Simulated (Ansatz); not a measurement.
Computed properties of Lu

```xyz
2
Lattice="3.5045 0.0000 0.0000 -1.7522 3.0350 0.0000 0.0000 0.0000 5.4649" Properties=species:S:1:pos:R:3 pbc="T T T"
Lu    0.0000    2.0233    1.3662
Lu    1.7522    1.0117    4.0986
```

Atom numbers follow the list: Lu1, Lu2.

The conventional cell has a = 3.504 Å, b = 3.504 Å, c = 5.465 Å, α = 90.00°, β = 90.00°, γ = 120.00°. Lu (atom 1) has 12 Lu at 3.40 to 3.50 Å as nearest neighbours.

The cell was built from the hcp type and relaxed in the same program, and has space group P6_3/mmc; it needn't be a known or the stable phase.

No spin–orbit coupling, which matters for the heavy atoms here.

These are results of DFT, PBE, all-electron LAPW, scalar-relativistic (Ansatz 0.2.0), not measurements.

Numerical set-up: a Γ-centred 12×12×6 k mesh, Fermi–Dirac smearing of 0.05 eV, basis error target 0.25 meV/atom, no spin polarisation.

```
Volume per atom       : 196.1 bohr³
Pressure at this cell : 0.03 GPa
```

Q: Predict this quantity. Band gap.

A: none: bands cross the Fermi level, a metal.

Q: Predict this quantity. Density of states at the Fermi level (0.2 eV bin).

A: 3.89 states/eV per cell.
